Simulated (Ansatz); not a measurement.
**Calculated ²⁷Al NMR of the central transition for Al4Si2HO9F3**

Cell: a Materials Project structure (computed, not necessarily an observed phase), atoms as given.

Space group P2_1 (No. 4); a = 8.4910, b = 4.7216, c = 8.9286 Å, β = 90.02°.

| site | Wyckoff | site symmetry | x | y | z |
| --- | --- | --- | --- | --- | --- |
| Al1 | 2a | 1 | 0.5830 | 0.0976 | 0.8816 |
| Al2 | 2a | 1 | 0.9178 | 0.0963 | 0.8809 |
| Al3 | 2a | 1 | 0.9206 | 0.4025 | 0.3827 |
| Al4 | 2a | 1 | 0.5830 | 0.4053 | 0.3792 |
| Si9 | 2a | 1 | 0.2508 | 0.1005 | 0.3068 |
| Si10 | 2a | 1 | 0.2506 | 0.3973 | 0.8107 |
| H | 2a | 1 | 0.1670 | 0.4918 | 0.4970 |
| O15 | 2a | 1 | 0.2521 | 0.0520 | 0.4925 |
| O16 | 2a | 1 | 0.9334 | 0.0898 | 0.5029 |
| O17 | 2a | 1 | 0.7475 | 0.2019 | 0.2822 |
| O18 | 2a | 1 | 0.0949 | 0.2054 | 0.7629 |
| O19 | 2a | 1 | 0.4081 | 0.2093 | 0.7616 |
| O20 | 2a | 1 | 0.0944 | 0.2872 | 0.2562 |
| O21 | 2a | 1 | 0.4080 | 0.2909 | 0.2601 |
| O22 | 2a | 1 | 0.7490 | 0.2946 | 0.7825 |
| O23 | 2a | 1 | 0.2506 | 0.4633 | 0.9933 |
| F33 | 2a | 1 | 0.5583 | 0.0990 | 0.5026 |
| F34 | 2a | 1 | 0.5558 | 0.4062 | 0.0004 |
| F35 | 2a | 1 | 0.9445 | 0.4041 | 0.9997 |

One atom of each set is listed.

Level of theory: DFT, r2SCAN, plane waves and PAW, scalar-relativistic, 500 eV cutoff, Γ-centred 3×5×3 k-points, Fermi–Dirac smearing 0.02 eV (Ansatz 0.2.0).

²⁷Al has I = 5/2 and Q = 146.6 mb (Pyykkö 2018); at 16.4 T its Larmor frequency is ν₀ = 182.1 MHz. Only the quadrupole interaction is simulated: positions count from each site's isotropic chemical shift, and J coupling is left out, as are shift anisotropy and dipolar coupling, which fast spinning averages.

(1) What does the ²⁷Al spectrum (fast magic-angle spinning) show for each site?

## Answers

(1) 

| site | first shell | C_Q (MHz) | η | P_Q (MHz) | δ_QIS (ppm) | breadth (kHz) |
| --- | --- | --- | --- | --- | --- | --- |
| Al1 | 2 F at 1.82 Å, 4 O at 1.90–1.92 Å | -2.03 | 0.23 | 2.05 | -0.760 | 0.314 |
| Al2 | 2 F at 1.81–1.82 Å, 4 O at 1.91–1.92 Å | 1.63 | 0.87 | 1.82 | -0.599 | 0.245 |
| Al3 | 6 O at 1.83–1.97 Å | 5.67 | 0.38 | 5.81 | -6.11 | 2.57 |
| Al4 | 2 F at 1.83–1.84 Å, 4 O at 1.90–1.94 Å | -1.41 | 0.09 | 1.41 | -0.361 | 0.145 |

δ_QIS = −(ν_Q²/30ν₀²)[I(I+1) − 3/4](1 + η²/3) × 10⁶ ppm with ν_Q = 3|C_Q|/[2I(2I−1)]; it falls as 1/B₀² in ppm, and the breadth as 1/B₀ in kHz.

At this cell the r2SCAN pressure is -7 GPa, so with r2SCAN the cell would shrink if it were relaxed. The entry's cell may itself be off. The largest force is 0.4 eV/Å, so the atoms aren't at the calculated equilibrium and relaxing them would move these values. With these PAW files V_zz is typically within 2 to 3 % of all-electron values, but misses above 10 % occur on Al.
